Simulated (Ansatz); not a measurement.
Given:

Mo3Se4 (space group R-3)

Space group R-3, hexagonal axes (No. 148); a = 9.466 Å, b = 9.466 Å, c = 11.181 Å, α = 90.00°, β = 90.00°, γ = 120.00°

```json
[
 {"atom": "Mo", "site": "18f", "symmetry": "1", "x": "0.1525", "y": "0.1718", "z": "0.3945"},
 {"atom": "Se", "site": "6c", "symmetry": "3.", "x": "0.0000", "y": "0.0000", "z": "0.2150"},
 {"atom": "Se", "site": "18f", "symmetry": "1", "x": "0.0419", "y": "0.3375", "z": "0.0851"}
]
```
(The calculation used a cell of 14 atoms; values per cell refer to that cell.)

This relaxed cell (volume V₀) is scaled evenly in all directions, its shape held. The atoms relax within the cell's symmetry.

Computed with PBEsol (plane waves to 420 eV, PAW, scalar-relativistic; Ansatz, a quantum-chemistry and plane-wave program). k mesh 6×6×6 (Γ-centred), Fermi-Dirac smearing 0.05 eV. E stands for the smeared free energy. Stress and pressure are positive under compression. With the shape held, the modulus is that of even scaling; a crystal free to change shape is softer. At this level the bands of Mo3Se4 touch or barely overlap. Mo3Se4 is run without spin polarisation. Mo3Se4 was relaxed with its symmetry unable to fall. ΔE is measured from the relaxed starting cell.

The scan covers V/V₀ from 0.900 to 1.100 in 9 points.

Task: What is ΔE at V/V₀ = 1.100?

Result: 24 meV/atom.

Task: What is ΔE at V/V₀ = 0.900?

Result: 48 meV/atom.

Task: What pressure does the cell carry at V/V₀ = 0.900?

Result: 8.5 GPa.

(Under strain, the slope of the energy per volume gives the stress and its curvature an elastic modulus.)
